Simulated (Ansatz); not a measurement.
In PBEsol in the plane-wave PAW code Ansatz, InP in the tetragonal phase (P4_2/mnm; In on 4g, P on 4f) relaxes to a = 7.175 Å, c = 4.163 Å. Against the elements it lies at -0.14 eV/atom, with no fitted shifts.

It is gapped at this level: 0.71 eV (smallest direct gap 0.71 eV). The valence maximum lies on the M–Γ line, 92 % of the way from M and the conduction minimum at Γ. HSE06 on the same cell gives 1.58 eV. Gap from PBEsol with spin–orbit coupling: 0.68 eV. The electron mass is 0.056, 0.061, 0.061 mₑ (principal values). The hole mass is 0.20, 1.1, 1.5 mₑ (principal values).

An equation-of-state fit gives a bulk modulus of 60.4 GPa. The relaxed-ion elastic constants in GPa are C11 = 78.6, C12 = 52.7, C13 = 43.6, C33 = 119, C44 = 24.0, C66 = 24.8. The elastic constants imply a Debye temperature near 249 K. Perturbation theory gives ε∞ = 10.5 (xx = yy), 10.3 (zz). Born charges are In +2.37, P -2.37 e. Without the LO–TO term the highest mode at Γ lies at 342 cm⁻¹.

The start of the workflow was typed in or built on a structure type; neither database checked (COD, Materials Project) lists it. It is not the phase usual at ambient conditions (space group No. 216). Symmetry was held in the PBEsol relaxation; whether a distortion lowers the energy is not shown. The volume moved by 20 % from the start of the relaxation. The references are the lowest solids computed at this level, not always the standard phases. Spin–orbit coupling is left out wherever it is not named.

Potentials: the earlier of the program's two PAW sets. The files were generated under PBE; for other functionals the program regenerates the frozen cores, and for LDA and PBEsol the local potential too.
